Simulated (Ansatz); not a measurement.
HfGe in space group P-6m2 (No. 187; Hf on 1a, Ge on 1f) under volume change, the program Ansatz at the PBE level (PAW), shape and atoms relaxed at each volume.

| V (Å³/atom) | E − E(relaxed) (meV/atom) | P (GPa) |
|---|---|---|
| 17.524 | 63.6 | 12.77 |
| 18.102 | 26.7 | 7.78 |
| 18.679 | ___ | ___ |
| 19.257 | 0.0 | 0.00 |
| 19.835 | 5.9 | -3.18 |
| 20.412 | ___ | ___ |
| 20.990 | 47.2 | -8.10 |

### Question
What belongs in the gaps?

### Answer

- 18.679, E − E(relaxed) (meV/atom): 6.3
- 18.679, P (GPa): 3.61
- 20.412, E − E(relaxed) (meV/atom): 22.2
- 20.412, P (GPa): -5.77

### Question
What does a third-order Birch–Murnaghan fit give for V₀, B₀ and B′?

### Answer
V₀ = 19.25 Å³/atom, B₀ = 112 GPa, B′ = 4.1.

A made-up cell: these elements were put on the sites of a structure type; neither database checked (COD, Materials Project) lists it. Whether it is the stable phase at ambient conditions was not checked. Symmetry was held in the PBE relaxation; whether a distortion lowers the energy is not shown. The run is not spin-polarised. Spin–orbit coupling is left out wherever it is not named.

Potentials: the later of the program's two PAW sets.
